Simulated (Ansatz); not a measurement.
GaN:
```yaml
crystal:
  lattice:
    - [0.00000, 2.10850, 2.10850]
    - [2.10850, 0.00000, 2.10850]
    - [2.10850, 2.10850, 0.00000]
  atoms:
    - { symbol: Ga, position: [0.00000, 0.00000, 0.00000] }
    - { symbol: N, position: [0.50000, 0.50000, 0.50000] }
```

Relaxed with r²SCAN. Special points in fractions of this cell's reciprocal vectors: Γ (0.000, 0.000, 0.000); X (0.500, 0.000, 0.500); U (0.625, 0.250, 0.625); K (0.375, 0.375, 0.750); L (0.500, 0.500, 0.500); W (0.500, 0.250, 0.750).

### Question
List the band energies nearest the valence-band maximum at these points for the program Ansatz at the r²SCAN level (PAW).

### Answer
In eV from the valence-band maximum; about four levels below and three above (degenerate sets whole), none deeper than 8.9 eV; … stands for higher levels left out; points with the same levels are listed once.

| k | below | above |
|---|---|---|
| Γ | -0.53 -0.53 -0.53 | 2.84 … |
| X | -7.29 -3.15 -3.15 | 1.16 … |
| U | -6.30 -5.80 -2.19 | 3.78 … |
| L | -8.41 -0.20 -0.20 | 5.38 … |
| W | -5.48 -5.48 -4.61 | 5.74 … |

Space group Fm-3m (rock salt). This is a known high-pressure phase of the composition, computed here at zero pressure and temperature. The cell was relaxed with r²SCAN under the symmetry of its start; whether a distortion lowers the energy is not shown. Spin–orbit coupling is left out wherever it is not named.

Potentials: the later of the program's two PAW sets.
